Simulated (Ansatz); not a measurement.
Given:

SiO₂:
```xyz
6
Lattice="4.1550 0.0000 0.0000 0.0000 4.1550 0.0000 0.0000 0.0000 2.6614" Properties=species:S:1:pos:R:3 pbc="T T T"
Si     2.0775     2.0775     1.3307
Si     0.0000     0.0000     0.0000
O      2.8853     2.8853     0.0000
O      1.2696     1.2696     0.0000
O      3.3471     0.8078     1.3307
O      0.8078     3.3471     1.3307
```

This is the LDA-relaxed structure. Cartesian axes are those of the cell as given.

All from LDA in the plane-wave PAW code Ansatz, unless another level is named. Predict the Debye temperature from the elastic constants.

1190 K.

Predict the elastic constants (relaxed ions, GPa).

C11 = 452, C12 = 223, C13 = 196, C33 = 749, C44 = 253, C66 = 326.

Give the highest zone-centre frequency (without LO–TO term).

947 cm⁻¹.

Space group P4_2/mnm (rutile). This is a known high-pressure phase of the composition, computed here at zero pressure and temperature. The LDA relaxation kept the symmetry of its start; whether a distortion lowers the energy is not shown.

Potentials: the earlier of the program's two PAW sets. The files were generated under PBE; for other functionals the program regenerates the frozen cores, and for LDA and PBEsol the local potential too.
